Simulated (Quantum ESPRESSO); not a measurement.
Band energies of NaCuO2 at -1.5 % isotropic strain

```xyz
4
Lattice="3.1937 -1.3473 0.0124 3.1937 1.3473 0.0124 -3.0645 0.0000 5.1179" Properties=species:S:1:pos:R:3 pbc="T T T"
O      2.9656     0.0000     1.2057
O      0.3574     0.0000     3.9371
Na    -1.5322     0.0000     2.5590
Cu     0.0000     0.0000     0.0000
```

PBEsol (pw.x of Quantum ESPRESSO, ONCV potentials, no spin-orbit coupling); path XΓY,LΓZ,NΓM,RΓ; energies in eV from the valence-band maximum.

```csv
k (1/Å),point,band 16,band 17,band 18,band 19,band 20,band 21,band 22,band 23
0.00,X,-2.23,-1.72,-1.36,-1.18,-0.39,1.83,6.38,8.57
0.44,,-2.28,-1.67,-1.53,-1.19,-0.30,1.84,5.59,8.61
0.87,,-2.16,-1.87,-1.60,-1.19,-0.10,1.85,4.15,8.28
0.98,Γ,-2.04,-1.99,-1.60,-1.19,-0.08,1.85,4.07,8.20
1.35,,-2.34,-2.02,-1.67,-1.60,-0.02,1.93,4.84,7.17
1.60,Y,-2.34,-2.04,-1.70,-1.69,0.00,1.97,5.44,6.54
1.60,L,-2.23,-2.13,-1.79,-1.16,-0.34,1.92,6.37,9.38
1.70,,-2.24,-2.12,-1.78,-1.17,-0.34,1.91,6.38,9.26
2.12,,-2.28,-1.86,-1.70,-1.30,-0.30,1.89,5.87,8.33
2.53,,-2.21,-1.83,-1.61,-1.26,-0.12,1.86,4.35,8.31
2.74,Γ,-2.04,-1.99,-1.60,-1.19,-0.08,1.85,4.07,8.20
2.96,,-2.21,-1.64,-1.57,-1.21,-0.14,1.66,4.39,8.42
3.39,,-2.16,-1.98,-1.59,-0.71,-0.58,1.13,6.01,9.45
3.82,,-2.67,-2.24,-1.65,-1.21,-0.15,1.26,6.72,9.44
4.04,Z,-2.53,-2.46,-1.60,-1.37,-0.07,1.30,6.72,9.32
4.04,N,-2.52,-2.46,-1.57,-1.41,-0.07,1.26,6.89,9.52
4.26,,-2.66,-2.25,-1.62,-1.25,-0.15,1.20,6.93,9.50
4.69,,-2.15,-2.02,-1.52,-0.73,-0.59,1.07,6.10,8.98
5.13,,-2.21,-1.65,-1.58,-1.19,-0.14,1.66,4.40,8.39
5.34,Γ,-2.04,-1.99,-1.60,-1.19,-0.08,1.85,4.07,8.20
5.55,,-2.19,-1.68,-1.58,-1.20,-0.13,1.68,4.35,8.36
5.95,,-2.19,-1.90,-1.48,-0.81,-0.52,1.09,5.90,8.94
6.35,,-2.77,-2.14,-1.64,-1.14,-0.23,1.16,6.91,9.42
6.65,M,-2.52,-2.46,-1.57,-1.41,-0.07,1.26,6.89,9.52
6.65,R,-2.53,-2.46,-1.60,-1.37,-0.07,1.30,6.72,9.32
7.05,,-2.83,-2.06,-1.70,-0.95,-0.34,1.18,6.61,9.60
7.45,,-2.25,-1.67,-1.47,-0.98,-0.39,1.22,5.44,9.13
7.95,Γ,-2.04,-1.99,-1.60,-1.19,-0.08,1.85,4.07,8.20
```

The PBEsol gap is 0.49 eV; at least one edge lies off the plotted path, at a point of the SCF mesh. The smallest direct gap is 0.92 eV. Another conduction extremum on the path lies within 0.02 eV, too close to call.

The 3d shell has no Hubbard U; the runs are without spin polarisation, and magnetic order was not tried.

Geometry strained from the cell relaxed with PBEsol, atoms relaxed again.
